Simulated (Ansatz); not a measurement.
Ba4Sb2O:
```
Ba4Sb2O
1.0
   -2.60148     2.60148     9.03767
    2.60148    -2.60148     9.03767
    2.60148     2.60148    -9.03767
Ba Sb O
4 2 1
Direct
  0.67048   0.67048   0.00000
  0.32952   0.32952   0.00000
  0.50000   0.00000   0.50000
  0.00000   0.50000   0.50000
  0.86248   0.86248   0.00000
  0.13752   0.13752   0.00000
  0.50000   0.50000   0.00000
```

Plane-wave PAW PBEsol (Ansatz code) gives a gap of 0.53 eV without spin–orbit coupling, maximum at M, minimum at M.

Task: What happens when spin–orbit coupling is switched on?

Result: The gap shrinks by 0.20 eV, to 0.33 eV; maximum at M, minimum at M.

Task: Give the electron effective mass with spin–orbit coupling.

Result: 0.10, 0.10, 0.80 mₑ (principal values).

Task: Give the hole effective mass with spin–orbit coupling.

Result: 0.10, 0.10, 1.8 mₑ (principal values).

Space group I4/mmm. The workflow started from a Materials Project entry (that database holds measured and hypothetical structures alike); the Crystallography Open Database files this formula in space group No. 139, but the cells were not matched. Whether it is the stable phase at ambient conditions was not checked. The cell was relaxed with PBEsol under the symmetry of its start; whether a distortion lowers the energy is not shown.

Potentials: the later of the program's two PAW sets.
